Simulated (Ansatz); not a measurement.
## Mechanical response of ScIr (Pm-3m)

```
Sc Ir
1.0
     3.18907    0.00000    0.00000
     0.00000    3.18907    0.00000
     0.00000    0.00000    3.18907
Sc Ir
1 1
Direct
  0.50000 0.50000 0.50000
  0.00000 0.00000 0.00000
```

Computed, not measured; unless marked otherwise by PBEsol, all-electron LAPW in Ansatz 0.2.0, scalar-relativistic. k mesh 14×14×14, strains of ±0.008, Fermi-Dirac smearing of 0.080 eV, basis error target 0.5 meV/atom. The cell was relaxed by PAW under this functional.

The cell is cubic and carries a residual pressure of 0.01 GPa at this level. Each strain component that symmetry leaves independent is applied at ±0.008, the ions relax wherever a strain frees them, and the stress (tension positive, GPa) is read. Shears are engineering strains, γ = 2ε.

| strain | size | σxx | σyy | σzz | σyz | σxz | σxy |
| --- | --- | --- | --- | --- | --- | --- | --- |
| xx | -0.008 | -1.7776 | -1.3699 | -1.3699 | 0.0000 | 0.0000 | 0.0000 |
| xx | +0.008 | 1.4440 | 1.4059 | 1.4059 | 0.0000 | 0.0000 | 0.0000 |
| yz | -0.008 | -0.0242 | -0.0186 | -0.0186 | -0.7227 | 0.0000 | 0.0000 |
| yz | +0.008 | -0.0242 | -0.0186 | -0.0186 | 0.7227 | 0.0000 | 0.0000 |

A central difference gives one constant, for example C11 ≈ (1.4440 − (-1.7776))/(0.016) = 201.4 GPa; the program then imposes the crystal's symmetry on the whole matrix.

**Question.** What are the independent elastic constants?

**Answer.** C11 = 201.4, C12 = 173.5, C44 = 90.3 GPa.

**Question.** Do they meet the Born conditions?

**Answer.** C11 − C12 = 27.9, C11 + 2C12 = 548.3 and C44 = 90.3 GPa must all be positive, so the crystal is elastically stable; that says nothing yet of its phonons.

**Question.** What moduli does a random aggregate of grains have?

**Answer.** B = (C11 + 2C12)/3 = 182.8 GPa. G_V = (C11 − C12 + 3C44)/5 = 59.8 and G_R = 5(C11 − C12)C44/(4C44 + 3(C11 − C12)) = 28.3, so G_H = 44.0 GPa. Then E = 9BG/(3B + G) = 122.3 GPa, ν = (3B − 2G)/(6B + 2G) = 0.389 and B/G = 4.15, on the ductile side of Pugh's 1.75 (a rule of thumb).

**Question.** With the density of 12.143 g/cm³, how fast does sound travel, and what Debye temperature follows?

**Answer.** 

```csv
direction,slow (m/s),middle (m/s),fast (m/s)
[100],2727,2727,4072
[110],1071,2727,4783
[111],1801,1801,4997
```

The mean of v⁻³ over directions and branches gives v_m = 2049 m/s and θ_D = (ħ/k_B) v_m (6π²n)^(1/3) = 241 K, n being atoms per volume. Young's modulus spans 41 to 233 GPa over directions, and the universal anisotropy index is 5.56.

**Question.** How far do the constants move if PAW replaces LAPW in the same cell?

**Answer.** 

```json
{"constant": "C11", "LAPW (GPa)": "201.4", "PAW (GPa)": "201.4", "difference": "0.0"}
{"constant": "C12", "LAPW (GPa)": "173.5", "PAW (GPa)": "173.6", "difference": "0.1"}
{"constant": "C44", "LAPW (GPa)": "90.3", "PAW (GPa)": "90.3", "difference": "0.0"}
```

**Question.** What happens at 2 GPa (cell relaxed there)?

**Answer.** The volume falls to 0.9894 of its value, and C11 = 210.9, C12 = 181.6, C44 = 93.8 GPa (slopes of the stress), in this structure whether or not another phase takes over.

Keep in mind: responses of metals move with mesh and smearing; no spin-orbit coupling on heavy atoms; the softest shear constant rests on one k mesh, and a soft shear can herald a distortion on cooling; the frozen-core PAW files of the compared runs were fitted under PBE, their cores solved anew for this functional.
